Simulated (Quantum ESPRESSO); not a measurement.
## Ti2Cu3Ta2Mo (finding a planted mistake in a log)

Computed values, not a measurement. The program is pw.x of Quantum ESPRESSO 7.5 (plane-wave density functional theory). The cell is made up: eight metal atoms on a face-centred cubic lattice, with elements, volume, strain and displacements drawn at random and not relaxed, so it may be unstable or far from any real phase. PseudoDojo standard norm-conserving files set the functional (PBE unless stated); there is no spin polarisation or spin-orbit coupling, the Fermi-Dirac width of 0.25 eV means electrons at about 2900 K, and the masses in the input are unused placeholders. The copper pseudopotential is less sure than most, with forces differing by about three percent and pressure by about two GPa from a second method on plain copper. Heavy elements are run without spin-orbit coupling, which real alloys of them have. A spin test at this wide smearing found no moment, but such smearing suppresses magnetism that the real alloy may have.

Intended input:

```
&control calculation='scf', pseudo_dir='./dojo.nc.sr.pbe.v0_5.standard.upf', outdir='./o', disk_io='minimal', tprnfor=.true., tstress=.true. /
&system ibrav=0, nat=8, ntyp=4, nbnd=75, ecutwfc=92.02030273, nosym=.true., tot_charge=0,
 occupations='smearing', smearing='fd', degauss=0.0183746611
/
&electrons conv_thr=1.470e-08, electron_maxstep=70, mixing_beta=0.5 /
ATOMIC_SPECIES
Cu 1.0 Cu.upf
Mo 1.0 Mo.upf
Ta 1.0 Ta.upf
Ti 1.0 Ti.upf
CELL_PARAMETERS angstrom
0.0686 3.901 3.8502
4.0368 -0.0132 3.932
4.0335 3.9794 -0.0098
ATOMIC_POSITIONS angstrom
Ti 0.0117 -0.0599 0.1404
Cu 1.969 1.9246 -0.0527
Cu 2.071 -0.0441 1.9139
Ta 4.0162 1.9392 2.0247
Ti 0.0152 1.8814 1.9989
Cu 1.9507 4.0291 1.8378
Ta 2.0675 1.9736 3.929
Mo 4.2267 3.9518 3.8616
K_POINTS automatic
5 5 5 1 1 1
```

The log is shortened where brackets say so; the opening notice, blank lines, dates and the lines on written files are dropped, and the path of the files is cut. It prints rydbergs, bohrs and kilobars, and counts compression as positive stress. Its total energy is the free energy E - TS of the whole cell.

Log of the intended run:

```
     Program PWSCF v.7.5
     Parallel version (MPI & OpenMP), running on       4 processor cores
     Number of MPI processes:                 4
     Threads/MPI process:                     1
     [start-up lines left out]
     bravais-lattice index     =            0
     lattice parameter (alat)  =      10.3585  a.u.
     unit-cell volume          =     830.0755 (a.u.)^3
     number of atoms/cell      =            8
     number of atomic types    =            4
     number of electrons       =       121.00
     number of Kohn-Sham states=           75
     kinetic-energy cutoff     =      92.0203  Ry
     charge density cutoff     =     368.0812  Ry
     scf convergence threshold =      1.5E-08
     mixing beta               =       0.5000
     number of iterations used =            8  plain     mixing
     Exchange-correlation= PBE
                           (   1   4   3   4   0   0   0)
     [axes and pseudopotential details left out]
   Cartesian axes
     site n.     atom                  positions (alat units)
         1        Ti     tau(   1) = (   0.0021345  -0.0109277   0.0256136  )
         2        Cu     tau(   2) = (   0.3592100   0.3511100  -0.0096142  )
         3        Cu     tau(   3) = (   0.3778181  -0.0080453   0.3491580  )
         4        Ta     tau(   4) = (   0.7326863   0.3537735   0.3693715  )
         5        Ti     tau(   5) = (   0.0027730   0.3432289   0.3646647  )
         6        Cu     tau(   6) = (   0.3558715   0.7350396   0.3352748  )
         7        Ta     tau(   7) = (   0.3771796   0.3600492   0.7167781  )
         8        Mo     tau(   8) = (   0.7710883   0.7209376   0.7044822  )
     number of k points=    63  Fermi-Dirac smearing, width (Ry)=  0.0184
                       cart. coord. in units 2pi/alat
        k(    1) = (   0.0673011   0.0697039   0.0705458), wk =   0.0320000
        k(    2) = (   0.2044627   0.2058244  -0.0698145), wk =   0.0320000
     [further k points left out]
     Dense  grid:    99063 G-vectors     FFT dimensions: (  64,  72,  72)
     Estimated max dynamical RAM per process >     418.88 MB
     Estimated total dynamical RAM >       1.57 GB
     Initial potential from superposition of free atoms
     starting charge     120.9926, renormalised to     121.0000
     Starting wfcs are   80 randomized atomic wfcs
     total cpu time spent up to now is       13.0 secs
     per-process dynamical memory:   330.9 Mb
     Self-consistent Calculation
     iteration #  1     ecut=    92.02 Ry     beta= 0.50
     Davidson diagonalization with overlap
     ethr =  1.00E-02,  avg # of iterations =  2.5
     total cpu time spent up to now is       46.6 secs
     total energy              =   -1762.80885258 Ry
     estimated scf accuracy    <      20.13743679 Ry
     iteration #  2     ecut=    92.02 Ry     beta= 0.50
     Davidson diagonalization with overlap
     ethr =  1.00E-02,  avg # of iterations =  3.1
     total cpu time spent up to now is       85.0 secs
     total energy              =   -1774.67459982 Ry
     estimated scf accuracy    <      45.79982054 Ry
     [iterations 3 to 20 left out]
     iteration # 21     ecut=    92.02 Ry     beta= 0.50
     Davidson diagonalization with overlap
     ethr =  2.22E-11,  avg # of iterations =  2.5
     total cpu time spent up to now is      633.5 secs
     total energy              =   -1776.02142711 Ry
     estimated scf accuracy    <       0.00000002 Ry
     iteration # 22     ecut=    92.02 Ry     beta= 0.50
     Davidson diagonalization with overlap
     ethr =  2.05E-11,  avg # of iterations =  1.4
     total cpu time spent up to now is      658.9 secs
     End of self-consistent calculation
     [lines on levels left out]
!    total energy              =   -1776.02142711 Ry
     estimated scf accuracy    <          1.9E-09 Ry
     smearing contrib. (-TS)   =      -0.11731029 Ry
     internal energy E=F+TS    =   -1775.90411682 Ry
     The total energy is F=E-TS. E is the sum of the following terms:
     one-electron contribution =    -878.18688216 Ry
     hartree contribution      =     500.12845905 Ry
     xc contribution           =    -254.58574660 Ry
     ewald contribution        =   -1143.25994711 Ry
     convergence has been achieved in  22 iterations
     Forces acting on atoms (cartesian axes, Ry/au):
     atom    1 type  4   force =    -0.01887240    0.01103840   -0.02891392
     atom    2 type  1   force =     0.01261246   -0.00295741    0.01687711
     atom    3 type  1   force =     0.00446685    0.01498143    0.01518983
     atom    4 type  3   force =    -0.00780862    0.00550059   -0.01205208
     atom    5 type  4   force =     0.01349880    0.02143726   -0.01022834
     atom    6 type  1   force =     0.02904269   -0.04121327    0.03848442
     atom    7 type  3   force =     0.00952370    0.00288252   -0.01790001
     atom    8 type  2   force =    -0.04246348   -0.01166951   -0.00145702
     Total force =     0.098024     Total SCF correction =     0.000233
     Computing stress (Cartesian axis) and pressure
          total   stress  (Ry/bohr**3)                   (kbar)     P=       24.06
   0.00009113  -0.00019399  -0.00006779           13.41      -28.54       -9.97
  -0.00019399   0.00011575   0.00009368          -28.54       17.03       13.78
  -0.00006779   0.00009368   0.00028389           -9.97       13.78       41.76
     init_run     :     12.50s CPU     12.84s WALL (       1 calls)
     electrons    :    637.19s CPU    645.90s WALL (       1 calls)
     forces       :      2.78s CPU      2.78s WALL (       1 calls)
     stress       :      9.87s CPU      9.88s WALL (       1 calls)
     [timing details left out]
     PWSCF        :  11m 2.47s CPU  11m11.56s WALL
     JOB DONE.
```

A second run was made from an input with one planted mistake. Its log:

```
     Program PWSCF v.7.5
     Parallel version (MPI & OpenMP), running on       4 processor cores
     Number of MPI processes:                 4
     Threads/MPI process:                     1
     [start-up lines left out]
     bravais-lattice index     =            0
     lattice parameter (alat)  =      10.2011  a.u.
     unit-cell volume          =     792.7912 (a.u.)^3
     number of atoms/cell      =            8
     number of atomic types    =            4
     number of electrons       =       121.00
     number of Kohn-Sham states=           75
     kinetic-energy cutoff     =      92.0203  Ry
     charge density cutoff     =     368.0812  Ry
     scf convergence threshold =      1.5E-08
     mixing beta               =       0.5000
     number of iterations used =            8  plain     mixing
     Exchange-correlation= PBE
                           (   1   4   3   4   0   0   0)
     [axes and pseudopotential details left out]
   Cartesian axes
     site n.     atom                  positions (alat units)
         1        Ti     tau(   1) = (   0.0021304  -0.0109296   0.0256198  )
         2        Cu     tau(   2) = (   0.3592145   0.3511006  -0.0096144  )
         3        Cu     tau(   3) = (   0.3778134  -0.0080398   0.3491555  )
         4        Ta     tau(   4) = (   0.7326930   0.3537682   0.3693661  )
         5        Ti     tau(   5) = (   0.0027787   0.3432276   0.3646608  )
         6        Cu     tau(   6) = (   0.3558615   0.7350457   0.3352804  )
         7        Ta     tau(   7) = (   0.3771835   0.3600481   0.7167802  )
         8        Mo     tau(   8) = (   0.7710949   0.7209298   0.7044797  )
     number of k points=    63  Fermi-Dirac smearing, width (Ry)=  0.0184
                       cart. coord. in units 2pi/alat
        k(    1) = (   0.0673029   0.0697033   0.0705456), wk =   0.0320000
        k(    2) = (   0.2044644   0.2058230  -0.0698144), wk =   0.0320000
     [further k points left out]
     Dense  grid:    94505 G-vectors     FFT dimensions: (  64,  72,  72)
     Estimated max dynamical RAM per process >     401.77 MB
     Estimated total dynamical RAM >       1.50 GB
     Initial potential from superposition of free atoms
     starting charge     120.9926, renormalised to     121.0000
     Starting wfcs are   80 randomized atomic wfcs
     total cpu time spent up to now is       12.2 secs
     per-process dynamical memory:   317.7 Mb
     Self-consistent Calculation
     iteration #  1     ecut=    92.02 Ry     beta= 0.50
     Davidson diagonalization with overlap
     ethr =  1.00E-02,  avg # of iterations =  2.5
     total cpu time spent up to now is       44.1 secs
     total energy              =   -1762.69538198 Ry
     estimated scf accuracy    <      20.35649347 Ry
     iteration #  2     ecut=    92.02 Ry     beta= 0.50
     Davidson diagonalization with overlap
     ethr =  1.00E-02,  avg # of iterations =  3.0
     total cpu time spent up to now is       80.3 secs
     total energy              =   -1774.63403368 Ry
     estimated scf accuracy    <      45.29804213 Ry
     [iterations 3 to 18 left out]
     iteration # 19     ecut=    92.02 Ry     beta= 0.50
     Davidson diagonalization with overlap
     ethr =  7.73E-11,  avg # of iterations =  3.0
     total cpu time spent up to now is      555.3 secs
     total energy              =   -1776.00540952 Ry
     estimated scf accuracy    <       0.00000009 Ry
     iteration # 20     ecut=    92.02 Ry     beta= 0.50
     Davidson diagonalization with overlap
     ethr =  7.14E-11,  avg # of iterations =  1.3
     total cpu time spent up to now is      579.3 secs
     End of self-consistent calculation
     [lines on levels left out]
!    total energy              =   -1776.00540952 Ry
     estimated scf accuracy    <          6.1E-09 Ry
     smearing contrib. (-TS)   =      -0.11182633 Ry
     internal energy E=F+TS    =   -1775.89358319 Ry
     The total energy is F=E-TS. E is the sum of the following terms:
     one-electron contribution =    -850.57506964 Ry
     hartree contribution      =     490.48251071 Ry
     xc contribution           =    -254.89431322 Ry
     ewald contribution        =   -1160.90671104 Ry
     convergence has been achieved in  20 iterations
     Forces acting on atoms (cartesian axes, Ry/au):
     atom    1 type  4   force =    -0.02079551    0.01200165   -0.03281020
     atom    2 type  1   force =     0.01582369   -0.00336659    0.02050394
     atom    3 type  1   force =     0.00588435    0.01710390    0.01777529
     atom    4 type  3   force =    -0.01274075    0.00680552   -0.01373447
     atom    5 type  4   force =     0.01478013    0.02488887   -0.01338080
     atom    6 type  1   force =     0.03462333   -0.04935259    0.04599522
     atom    7 type  3   force =     0.01239677    0.00634573   -0.02233769
     atom    8 type  2   force =    -0.04997201   -0.01442648   -0.00201130
     Total force =     0.116382     Total SCF correction =     0.000133
     Computing stress (Cartesian axis) and pressure
          total   stress  (Ry/bohr**3)                   (kbar)     P=      104.81
   0.00064505  -0.00020256  -0.00008477           94.89      -29.80      -12.47
  -0.00020256   0.00065429   0.00011638          -29.80       96.25       17.12
  -0.00008477   0.00011638   0.00083813          -12.47       17.12      123.29
     init_run     :     11.63s CPU     11.95s WALL (       1 calls)
     electrons    :    559.07s CPU    567.07s WALL (       1 calls)
     forces       :      2.65s CPU      2.65s WALL (       1 calls)
     stress       :      9.41s CPU      9.42s WALL (       1 calls)
     [timing details left out]
     PWSCF        :   9m43.00s CPU   9m51.35s WALL
     JOB DONE.
```

Question: the log repeats what the program read. Compare it with the intended run: what was wrong in the second input?

Answer: the cell and the positions are scaled by a wrong factor. The input lines that differ:

```
- 0.0686 3.901 3.8502
- 4.0368 -0.0132 3.932
- 4.0335 3.9794 -0.0098
+ 0.0676 3.8417 3.7917
+ 3.9754 -0.013 3.8722
+ 3.9722 3.9189 -0.0097
- Ti 0.0117 -0.0599 0.1404
- Cu 1.969 1.9246 -0.0527
- Cu 2.071 -0.0441 1.9139
- Ta 4.0162 1.9392 2.0247
- Ti 0.0152 1.8814 1.9989
- Cu 1.9507 4.0291 1.8378
- Ta 2.0675 1.9736 3.929
- Mo 4.2267 3.9518 3.8616
+ Ti 0.0115 -0.059 0.1383
+ Cu 1.9391 1.8953 -0.0519
+ Cu 2.0395 -0.0434 1.8848
+ Ta 3.9552 1.9097 1.9939
+ Ti 0.015 1.8528 1.9685
+ Cu 1.921 3.9679 1.8099
+ Ta 2.0361 1.9436 3.8693
+ Mo 4.1625 3.8917 3.8029
```

```
                                            intended run  run with the mistake
                          free energy (eV)    -24164.003            -24163.785
         entropy term -TS, part of it (eV)        -1.596                -1.521
                            pressure (GPa)          2.41                 10.48
size of the largest force component (eV/Å)         1.092                 1.285
largest change of a force component (eV/Å)                               0.209
                                iterations            22                    20
```

For scale, a rerun of the intended cell at a higher cutoff and on a denser mesh moved values by no more than 0.002 eV in energy, 0.02 GPa in stress and 0.004 eV/Å in force, and a second program with other atomic files agreed on that cell to 2 % rms in force and 0.5 GPa in pressure.